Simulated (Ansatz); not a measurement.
Theory: DFT PBE, scalar-relativistic, plane waves, PAW in Ansatz. All cells share a 420 eV cutoff and Γ-centred k meshes spaced at most about 0.3 Å⁻¹ (about 0.25 or finer for metals, 2π included). No spin polarisation in the final relaxations.

All energies are static (0 K, no zero-point motion).

Compare these two cells of Be₃TeSe₂, each relaxed at this level.

A.

```xyz
6
Lattice="2.0287 1.1713 7.7586 -2.0287 1.1713 7.7586 0.0000 -2.3426 7.7586" Properties=species:S:1:pos:R:3 pbc="T T T"
Be   -1.0144   -0.5856    7.7586
Be    1.0144   -0.5856    7.7586
Be    0.0000    1.1713    7.7586
Te    0.0000    0.0000   11.6378
Se    0.0000    0.0000    1.5600
Se    0.0000    0.0000   21.7157
```

B.

```xyz
6
Lattice="3.6594 0.0000 0.0000 -1.8297 3.1691 0.0000 0.0000 0.0000 10.9383" Properties=species:S:1:pos:R:3 pbc="T T T"
Be    0.0000    0.0000    7.1418
Be    0.0000    2.1128    3.7646
Be    1.8297    1.0564    8.4776
Te    0.0000    0.0000    4.8280
Se    0.0000    2.1128    1.6786
Se    0.0000    0.0000    9.2773
```

Question: Which is lower in energy, and by how much?

Answer: B is lower, by 227 meV/atom. A has space group R-3m (No. 166), 18.4 Å³/atom and no gap on its mesh; B has space group P3m1 (No. 156), 21.1 Å³/atom and no gap. Counting Se or Te atoms around Be (for each partner element, those within 1.25 times its shortest distance or 1.15 times the sum of covalent radii, where it is the nearest in units of that sum or under 1.3; the shortest distance is added where it is long for a bond; a slash parts the counts of unlike sites), A has Be 4 from 2.6 Å and B has Be 2/3/4. Both come from invented guesses.

No dispersion correction is applied, so the spacing and binding between layers, chains or molecules are poorly described (R-3m, P3m1), and this can change margins and order among such cells. Spin–orbit coupling, which can matter for Te, is left out. Cells relaxed within their symmetry can be saddle points.
